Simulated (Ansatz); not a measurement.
LiNbO3 (LiNbO3 type, space group R3c)

```
LiNbO3
1.0
    2.56726     1.48221     4.60839
   -2.56726     1.48221     4.60839
    0.00000    -2.96442     4.60839
Li Nb O
2 2 6
Direct
  0.70259   0.70259   0.70259
  0.20259   0.20259   0.20259
  0.98497   0.98497   0.98497
  0.48497   0.48497   0.48497
  0.62340   0.87401   0.26474
  0.87401   0.26474   0.62340
  0.26474   0.62340   0.87401
  0.76474   0.37401   0.12340
  0.37401   0.12340   0.76474
  0.12340   0.76474   0.37401
```

The slice is a (1 -1 0 2) plane (indices of the conventional cell) through the point (0.265, 0.623, 0.874) (fractional), spanned by u = [1 0 -1] and v = [010] in vectors of this cell: u (5.13 Å) and v (5.48 Å, at 90° to u). It covers one period; positions are fractions (u, v).

The numbers are results of PBEsol (plane waves to 420 eV, PAW, scalar-relativistic; Ansatz, an electronic-structure program), not measurements. k mesh 8×8×8. These are valence fields of a PAW run, semicore shells included where kept as valence: close to a nucleus they are smooth pseudo fields. LiNbO3 is run without spin polarisation. LiNbO3 was relaxed with its symmetry unable to fall.

Question: Sketch the density of the lowest conduction band (whole band as if filled, smooth part) on this plane as a map.

Answer: 
```
|..      ..----::..                  ..|
|..      --**##++--..                ..|
|      ..++@@%%**==::..                |
|    ..==%%@@==::==--..                |
|    ::++@@@@--::==--..                |
|    ..::++####**++::                  |
|        ..--****--..                  |
|          ..----::                    |
|  ....      ....                      |
|                            ........  |
|    ....                  ..::----::  |
|    ....                ..--++##**--..|
|                      ..::==**%%@@++::|
|..                    ..--==::--@@%%==|
|::                    ..--==::--@@@@++|
|..                      ::==**####++--|
|                        ..--****--..  |
|                          ..----..    |
|....                        ....      |
|        ........                      |
```
Scale: ten equal steps from 0.000 (start of ' ') to 0.164 (end of '@'), in the order ' .:-=+*#%@'. Values: density of the lowest conduction band (whole band as if filled, smooth part) in e/Å³. The map has 19 points along u (two characters each, u = 0 at the left) and 20 along v (v = 0 in the bottom row).
